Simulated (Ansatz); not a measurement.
Data:

NaH4IO2:
```cif
data_H8I2Na2O4
_chemical_formula_sum 'Na2 H8 I2 O4'
_space_group_name_H-M_alt 'P-1'
_space_group_IT_number 2
_space_group_name_Hall '-P 1'
_cell_length_a 5.71676
_cell_length_b 6.84033
_cell_length_c 6.97743
_cell_angle_alpha 109.330
_cell_angle_beta 114.011
_cell_angle_gamma 99.840
loop_
_atom_site_label
_atom_site_type_symbol
_atom_site_symmetry_multiplicity
_atom_site_Wyckoff_symbol
_atom_site_fract_x
_atom_site_fract_y
_atom_site_fract_z
_atom_site_occupancy
Na1 Na 2 i 0.81125 0.47632 0.12898 1
H1 H 2 i 0.26457 0.13414 0.88946 1
H2 H 2 i 0.33167 0.28354 0.14161 1
H3 H 2 i 0.20930 0.86810 0.27244 1
H4 H 2 i 0.39891 0.73553 0.35299 1
I1 I 2 i 0.13613 0.22494 0.38240 1
O1 O 2 i 0.37266 0.28666 0.01708 1
O2 O 2 i 0.22190 0.71840 0.22606 1
```

This is the LDA-relaxed structure.

Question: All from the program Ansatz at the LDA level (PAW), unless another level is named. Predict the formation energy from the elements (no fitted shifts).

Answer: -1.17 eV/atom.

Question: Give the electron effective mass.

Answer: 0.34, 0.34, 0.39 mₑ (principal values).

Question: What about the band gap?

Answer: 3.79 eV (direct).

Question: Predict the weight of the valence-edge state by species (Voronoi cells).

Answer: I 70 %, H 21 %, O 7 %.

Question: Next, the weight of the conduction-edge state by species (Voronoi cells)?

Answer: H 58 %, I 14 %, O 14 %, Na 13 %.

Question: Predict the valence-band maximum.

Answer: at Γ.

The first step of the workflow began from a Materials Project structure, measured or hypothetical; the Crystallography Open Database files this formula in space group No. 2, but the cells were not matched. Whether it is the stable phase at ambient conditions was not checked. Symmetry was held in the LDA relaxation; of distortions, only those at the zone centre were tested. A crystal of weakly bound layers computed without a dispersion correction: the cell and the soft elastic constants depend strongly on that. The references are the lowest solids computed at this level, not always the standard phases (solids in place of the gases). Spin–orbit coupling is left out wherever it is not named.

Potentials: the later of the program's two PAW sets.
